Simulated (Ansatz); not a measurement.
NiO (rock salt)

```xyz
2
Lattice="0.0000 2.0953 2.0953 2.0953 0.0000 2.0953 2.0953 2.0953 0.0000" Properties=species:S:1:pos:R:3 pbc="T T T"
O      0.0000     0.0000     0.0000
Ni     2.0953     2.0953     2.0953
```

The slice is a {100} plane (indices of the conventional cell) through the point (0.000, 0.000, 0.000) (fractional), spanned by u = [100] and v = [0 1 -1] in vectors of this cell: u (2.96 Å) and v (2.96 Å, at 90° to u). It covers one period; positions are fractions (u, v).

Calculation: r2SCAN (plane waves to 500 eV, PAW, scalar-relativistic; Ansatz, a program for electronic structure). k mesh 13×13×13. Inside the PAW spheres the values are not all-electron values, and peaks at nuclei hang on which shells count as valence. NiO is run spin-polarised and with no Hubbard U; the real compound is an antiferromagnetic insulator, a state that this run doesn't describe. NiO was relaxed with its symmetry unable to fall. Relaxed NiO ends ferromagnetic. The PAW data are Ansatz's earlier set. The magnetic order is the one the run started from; other orders were not tried.

Task: What is the valence density on the shortest O–Ni line in this plane (2.10 Å), at its minimum between the atoms?

Result: 0.42 e/Å³.

Task: What is the ELF at the density minimum of the shortest O–Ni line in this plane (2.10 Å)?

Result: 0.1.

Task: Sketch the spin density, up minus down on this plane as a map.

Result: 
```
|                                        |
|                                        |
|                                        |
|                                        |
|                                        |
|                                        |
|              ..............            |
|              ..::------::..            |
|              ..--**##**--..            |
|              ..--##@@##--..            |
|              ..--**##**--..            |
|              ..::------::..            |
|              ..............            |
|                                        |
|                                        |
|                                        |
|                                        |
|                                        |
|                                        |
|                                        |
```
Scale: ten equal steps from 0.00 (start of ' ') to 7.53 (end of '@'), in the order ' .:-=+*#%@'. Values: spin density, up minus down in e/Å³. The map has 20 points along u (two characters each, u = 0 at the left) and 20 along v (v = 0 in the bottom row).
